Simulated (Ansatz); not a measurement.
Starting structure of a cell relaxation (symmetry kept):

```cif
data_structure
_symmetry_space_group_name_H-M 'P-6m2'
_symmetry_Int_Tables_number 187
_cell_length_a 3.9922
_cell_length_b 3.9922
_cell_length_c 8.7571
_cell_angle_alpha 90.000
_cell_angle_beta 90.000
_cell_angle_gamma 120.000
_cell_volume 120.87
loop_
_atom_site_label
_atom_site_type_symbol
_atom_site_symmetry_multiplicity
_atom_site_Wyckoff_symbol
_atom_site_fract_x
_atom_site_fract_y
_atom_site_fract_z
_atom_site_occupancy
Ca1 Ca 2 h 0.33333 0.66667 0.23517 1
Si1 Si 1 f 0.66667 0.33333 0.50000 1
Si2 Si 1 a 0.00000 0.00000 0.00000 1
Si3 Si 1 b 0.00000 0.00000 0.50000 1
Ni1 Ni 1 e 0.66667 0.33333 0.00000 1
```

All numbers below come from Ansatz 0.2.0, DFT LDA, scalar-relativistic, plane waves, PAW.

Cutoff 420 eV; k points 12×12×4 on the computed 6-atom cell (Γ-centred); Gaussian smearing, width 0.10 eV; no spin polarisation.

**Question.** What does it relax to?

**Answer.** The volume drops by 1.38 Å³/atom to 18.76 Å³/atom, and the energy falls by 21.3 meV/atom. Final structure:
Space group P-6m2 (No. 187). a = 3.921 Å, b = 3.921 Å, c = 8.455 Å, α = 90.00°, β = 90.00°, γ = 120.00°
```tsv
atom	site	symmetry	x	y	z
Ca	2h	3m.	0.3333	0.6667	0.2357
Si	1f	-6m2	0.6667	0.3333	0.5000
Si	1a	-6m2	0.0000	0.0000	0.0000
Si	1b	-6m2	0.0000	0.0000	0.5000
Ni	1e	-6m2	0.6667	0.3333	0.0000
```

Spin polarisation was left out, and a magnetic state may lie lower.